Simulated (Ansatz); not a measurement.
These are results of DFT PBE, scalar-relativistic, plane waves, PAW (Ansatz 0.2.0), not measurements. All cells share a 420 eV cutoff and Γ-centred k meshes spaced at most about 0.3 Å⁻¹ (about 0.25 or finer for metals, 2π included). Collinear spin in cells that started with moments and kept them past the coarse steps, no spin elsewhere.

All energies are static (0 K, no zero-point motion). All come from trial cells, and lower structures may exist.

Question: These unrelaxed guesses for CoAuC₄N₄ are each relaxed within their symmetry. Order them by the energy at which they end, lowest first.
1.

```
Co C Au N
1.0
     5.88262    0.00000    0.00000
     0.00000    5.88262    0.00000
     0.00000    0.00000    5.88262
Co C Au N
1 4 1 4
Cartesian
  2.9413 2.9413 2.9413
  1.1068 1.1068 1.1068
  1.1068 4.7758 4.7758
  4.7758 1.1068 4.7758
  4.7758 4.7758 1.1068
  0.0000 0.0000 0.0000
  1.7823 1.7823 1.7823
  1.7823 4.1003 4.1003
  4.1003 1.7823 4.1003
  4.1003 4.1003 1.7823
```

2.

```
Co C Au N
1.0
     5.88262    0.00000    0.00000
     0.00000    5.88262    0.00000
     0.00000    0.00000    5.88262
Co C Au N
1 4 1 4
Direct
  0.00000 0.00000 0.00000
  0.18814 0.18814 0.18814
  0.18814 0.81186 0.81186
  0.81186 0.18814 0.81186
  0.81186 0.81186 0.18814
  0.50000 0.50000 0.50000
  0.30297 0.30297 0.30297
  0.30297 0.69703 0.69703
  0.69703 0.30297 0.69703
  0.69703 0.69703 0.30297
```

Answer: 1 (ends in P-43m, 0 meV/atom), 2 (ends in P-43m, 120 meV/atom). Even the lowest end lies +0.65 eV/atom against the elements.

These runs have no spin–orbit coupling, which can matter for Au. In such compounds of Co a zero gap at this level may well be an artefact, since no Hubbard U is applied. Another magnetic order may lie lower. Cells relaxed within their symmetry can be saddle points. Some candidate types were left out of the draw beforehand, so a known form may be missing.
